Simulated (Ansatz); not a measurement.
An Ansatz input and the part of its output that reports the observables at the nuclei.

The start is a computed structure from the Materials Project (it need not be an observed phase).

```yaml
crystal:
  lattice:
    - [3.4493517182, -3.82600136, 0.0]
    - [3.4493517182, 3.82600136, 0.0]
    - [-3.438928049, 0.0, 8.7431688046]
  atoms:
    - { symbol: Al, position: [0.60132245, 0.74999865, 0.97856812] }
    - { symbol: Al, position: [0.25000135, 0.39867755, 0.52143188] }
    - { symbol: Al, position: [0.74999865, 0.60132245, 0.47856812] }
    - { symbol: Al, position: [0.39867755, 0.25000135, 0.02143188] }
    - { symbol: Si, position: [0.51365852, 0.00773178, 0.70458953] }
    - { symbol: Si, position: [0.00773178, 0.51365852, 0.20458953] }
    - { symbol: Si, position: [0.99226822, 0.48634148, 0.79541047] }
    - { symbol: Si, position: [0.48634148, 0.99226822, 0.29541047] }
    - { symbol: O, position: [0.86516547, 0.70795844, 0.89432504] }
    - { symbol: O, position: [0.51762699, 0.69751064, 0.6053033] }
    - { symbol: O, position: [0.18283719, 0.81716281, 0.25] }
    - { symbol: O, position: [0.29204156, 0.13483453, 0.60567496] }
    - { symbol: O, position: [0.4499459, 0.98714907, 0.86605999] }
    - { symbol: O, position: [0.30248936, 0.48237301, 0.8946967] }
    - { symbol: O, position: [0.98714907, 0.4499459, 0.36605999] }
    - { symbol: O, position: [0.01285093, 0.5500541, 0.63394001] }
    - { symbol: O, position: [0.69751064, 0.51762699, 0.1053033] }
    - { symbol: O, position: [0.5500541, 0.01285093, 0.13394001] }
    - { symbol: O, position: [0.70795844, 0.86516547, 0.39432504] }
    - { symbol: O, position: [0.81716281, 0.18283719, 0.75] }
    - { symbol: O, position: [0.48237301, 0.30248936, 0.3946967] }
    - { symbol: O, position: [0.13483453, 0.29204156, 0.10567496] }
kpoints:
  mp_grid: { grid: [5, 5, 3] }
scf:
  occupations: { method: fermi_dirac, width: 0.02 }
hamiltonian:
  xc: pbe
  pseudopotentials: { kind: paw, frozen_core: stored }
output:
  forces: true
  stress: true
  populations: true
  efg: { quadrupole_moments_barn: { Al: 0.1466, O: -0.02558 } }
relax:
  f_tol: 0.02
  max_steps: 60
```

```sh
ansatz run input.yaml --threads 1 --pin off --max-ram 3072MiB --backend cpu --events-out ev --progress --plain --runs-dir out
```

The run relaxes the ions first, and the block belongs to the relaxed positions.

Of the output, the block on the nuclei alone is shown; the set-up, the SCF iterations, energies, forces and stress are cut. One atom of each set with nearly equal values is shown.

```
--- PAW observables at the nuclei: V_zz in 10²¹ V/m², potentials from the cell's mean, atoms counted from 1 ---
  atom   1  Al V_zz =    -2.509059   η = 0.4954   by run symmetry: allowed   C_q = -8.8940 MHz
            electrostatic potential = -1228.182404 V   contact ρ = none
  atom   5  Si V_zz =    -1.912837   η = 0.4067   by run symmetry: allowed
            electrostatic potential = -1357.670724 V   contact ρ = none
  atom   9  O  V_zz =    +7.668288   η = 0.3370   by run symmetry: allowed   C_q = -4.7430 MHz
            electrostatic potential = -622.685252 V   contact ρ = none
  atom  10  O  V_zz =    -6.502792   η = 0.9300   by run symmetry: allowed   C_q = +4.0221 MHz
            electrostatic potential = -621.748903 V   contact ρ = none
  atom  11  O  V_zz =    +9.793400   η = 0.2696   by run symmetry: allowed   C_q = -6.0574 MHz
            electrostatic potential = -621.906426 V   contact ρ = none
  atom  13  O  V_zz =    +6.173568   η = 0.9433   by run symmetry: allowed   C_q = -3.8185 MHz
            electrostatic potential = -621.678455 V   contact ρ = none
```

The relaxation (5 steps) took 74 s of wall time (74 s of CPU time) and 0.73 GiB at its peak, on 1 thread of Intel Xeon Platinum 8488C (Sapphire Rapids) (x86_64; 16 cores open to the job, memory cap 3.0 GiB, no GPU), a shared host with a load of 0.2 a core.

At this cell the principal stresses reach 5 GPa in size with PBE, which can matter for small gradients.
